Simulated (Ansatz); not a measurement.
A geometry of SnSe away from equilibrium: step 3 of the relaxation of a relaxed SnSe cell displaced along its unstable phonon at q = (½, ½, 0) of its primitive reciprocal cell (123i cm⁻¹), largest move 0.15 Å. Method: PBE (plane waves to 420 eV, PAW, scalar-relativistic; Ansatz, a first-principles code). Γ-centred k-mesh 8×8×4 on the run's cell (coarser than for final values), Fermi–Dirac smearing 0.05 eV.

```
CELL_PARAMETERS angstrom
      7.92856     0.00000     0.00000
      3.96428     3.96428     0.00000
      0.00000     0.00000     8.06689
ATOMIC_POSITIONS crystal
  Sn 0.81842 0.50000 0.00000
  Sn 0.18158 0.50000 0.00000
  Sn 0.31842 0.86316 0.50000
  Sn 0.68158 0.13684 0.50000
  Se 0.00000 0.00000 0.25000
  Se 0.50000 0.00000 0.25000
  Se 0.00000 0.00000 0.75000
  Se 0.50000 0.00000 0.75000
```

Q: What forces act on the atoms (eV/Å)?

A: 
```
atom     Fx     Fy    Fz
----  -----  -----  ----
Sn1   -0.64   0.00  0.00
Sn2    0.64   0.00  0.00
Sn3    0.00   0.64  0.00
Sn4    0.00  -0.64  0.00
Se5    0.00   0.00  0.00
Se6    0.00   0.00  0.00
Se7    0.00   0.00  0.00
Se8    0.00   0.00  0.00
```

Q: What is the pressure?

A: +0.6 GPa, compression positive.

Q: How far above the relaxed end point is this geometry?

A: 0.02 eV/atom; the path ends in P4₂/mnm (No. 136).

No spin polarisation in the result.

The run could not lose the symmetry of its start: the end is stationary, and may be a saddle point rather than a minimum.

The end of the path is a generated cell of SnSe: the first start was made by placing the elements on the sites of a structure type, and the end was not matched to a known phase here, so it may be hypothetical. Known forms of SnSe include space group No. 62.
